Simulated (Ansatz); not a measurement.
# Property card for ScAg

ScAg:
```xyz
2
Lattice="3.3388 0.0000 0.0000 0.0000 3.3388 0.0000 0.0000 0.0000 3.3388" Properties=species:S:1:pos:R:3 pbc="T T T"
Sc     1.6694     1.6694     1.6694
Ag     0.0000     0.0000     0.0000
```

Space group Pm-3m (No. 221), CsCl type; conventional cell a = 3.339 Å, b = 3.339 Å, c = 3.339 Å, α = 90.00°, β = 90.00°, γ = 90.00°.

Method: the program Ansatz at the LDA level (PAW). Structure relaxed to zero pressure with the same functional. Other levels are named where they apply.

Cell and energy:

* **Volume per atom**: 18.61 Å³
* **Density**: 6.82 g/cm³
* **Formation energy from the elements (no fitted shifts)**: -0.33 eV/atom

Electronic structure:

- Electronic character = metallic (no gap)
- Density of states at the Fermi level = 0.77 states/eV per atom (mean over ±0.08 eV)

Mechanics:

- Bulk modulus (Birch–Murnaghan fit) = 102 GPa
- Pressure derivative B′ = 4.5
- Elastic constants (relaxed ions, GPa) = C11 = 125, C12 = 89.6, C44 = 49.8
- Mechanical stability = stable (all eigenvalues of C positive)
- Hill bulk and shear moduli = 102 and 33.1 GPa
- Young's modulus = 89.6 GPa
- Poisson's ratio = 0.35
- Debye temperature from the elastic constants = 278 K

Phonons:

- Highest zone-centre frequency: 173 cm⁻¹
- Zone-centre stability: no imaginary mode at Γ

The workflow started from a Materials Project entry (that database holds measured and hypothetical structures alike); the Crystallography Open Database files this formula in space group No. 221, but the cells were not matched. Its standing as an ambient phase is unchecked. Symmetry was held in the LDA relaxation. No spin polarisation was allowed. As this level gives no gap, shear constants depend on the k-mesh and smearing (Fermi–Dirac, 0.1 eV here). As this level gives no gap, phonon frequencies hold no LO–TO term and depend on the k-mesh and smearing (Fermi–Dirac, 0.1 eV here). The references are the lowest solids computed at this level, not always the standard phases. Scalar-relativistic: spin–orbit coupling is off unless named, which matters more the heavier the elements.

Potentials: the later of the program's two PAW sets.
